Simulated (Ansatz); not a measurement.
The relaxed structure here is a generated cell of NaGeCl3: the first start was made by placing the elements on the sites of a structure type, and the end was not matched to a known phase here, so it may be hypothetical.

Relaxation of a generated trial cell of NaGeCl3 in the GdFeO3 structure type; 20 atoms in the cell, which starts as Pnma (No. 62), oP20; a = 6.8654 Å, b = 9.6870 Å, c = 6.8424 Å, α = β = γ = 90.00°. These are r2SCAN (plane waves to 500 eV, PAW, scalar-relativistic; Ansatz, a first-principles code) values and carry that method's errors. Γ-centred k-mesh 3×2×3 on the run's cell (coarser than for final values), Fermi–Dirac smearing 0.05 eV. This is the first round of the run. 

The optimiser's lines from the output (shortened; P is positive under compression):

```
relax step   1: F+E_penalty+E_count = -36191.87417139 eV  Δ(F+E_penalty+E_count) = +0.000e0 eV  max|allowed force component| = 7.189e-1 eV/Å  Δτ_max = 0.0000 Å  P = +6.800 GPa  Ω = 455.056 Å³  (8 SCF iters, dr2 threshold 1.00e-7 eV, accepted)
relax step   2: F+E_penalty+E_count = -36193.89843854 eV  Δ(F+E_penalty+E_count) = -2.024e0 eV  max|allowed force component| = 3.098e-1 eV/Å  Δτ_max = 0.1990 Å  P = +0.912 GPa  Ω = 504.580 Å³  (7 SCF iters, dr2 threshold 2.00e-6 eV, accepted)
relax step   3: F+E_penalty+E_count = -36194.41738527 eV  Δ(F+E_penalty+E_count) = -5.189e-1 eV  max|allowed force component| = 1.812e-1 eV/Å  Δτ_max = 0.1944 Å  P = -1.073 GPa  Ω = 517.278 Å³  (8 SCF iters, dr2 threshold 2.00e-6 eV, accepted)
relax step   4: F+E_penalty+E_count = -36194.70716128 eV  Δ(F+E_penalty+E_count) = -2.898e-1 eV  max|allowed force component| = 8.354e-2 eV/Å  Δτ_max = 0.2000 Å  P = -0.517 GPa  Ω = 497.824 Å³  (7 SCF iters, dr2 threshold 2.00e-6 eV, accepted)
relax step   5: F+E_penalty+E_count = -36194.77738120 eV  Δ(F+E_penalty+E_count) = -7.022e-2 eV  max|allowed force component| = 5.331e-2 eV/Å  Δτ_max = 0.1956 Å  P = +0.190 GPa  Ω = 478.551 Å³  (7 SCF iters, dr2 threshold 1.51e-6 eV, accepted)
relax step   6: F+E_penalty+E_count = -36194.78841417 eV  Δ(F+E_penalty+E_count) = -1.103e-2 eV  max|allowed force component| = 1.172e-2 eV/Å  Δτ_max = 0.0622 Å  P = -0.007 GPa  Ω = 483.476 Å³  (7 SCF iters, dr2 threshold 3.03e-7 eV, accepted)
relax step   7: F+E_penalty+E_count = -36194.78920675 eV  Δ(F+E_penalty+E_count) = -7.926e-4 eV  max|allowed force component| = 2.298e-3 eV/Å  Δτ_max = 0.0103 Å  P = -0.003 GPa  Ω = 483.247 Å³  (7 SCF iters, dr2 threshold 8.59e-9 eV, accepted)
relax step   8: F+E_penalty+E_count = -36194.79346029 eV  Δ(F+E_penalty+E_count) = -4.254e-3 eV  max|allowed force component| = 2.234e-3 eV/Å  Δτ_max = 0.0000 Å  P = +0.002 GPa  Ω = 483.247 Å³  stress off target by 9.18e-3 GPa  SCF on the basis re-selected at this cell (its energy is not comparable with the rows above)  (7 SCF iters)
```

From the first to the last row the energy changes by -0.15 eV/atom and the volume by +6.2 %. The last row is marked as not comparable with the walk above it, whose basis was carried along; it does compare with step 1, since both stand on a basis selected at the nominal cutoff for their own cell.

Later rounds, restarted from the end of this one on a renewed k-mesh, logged 3 more steps and released under 1 meV/atom more. The final structure after all rounds: Pnma (No. 62), oP20; a = 7.222 Å, b = 9.941 Å, c = 6.728 Å, α = 90.00°, β = 90.00°, γ = 90.00°. Between re-selections the logged energies stand on a plane-wave basis carried along with the cell. No spin polarisation in the result.

The run could not lose the symmetry of its start: the end is stationary, and may be a saddle point rather than a minimum.
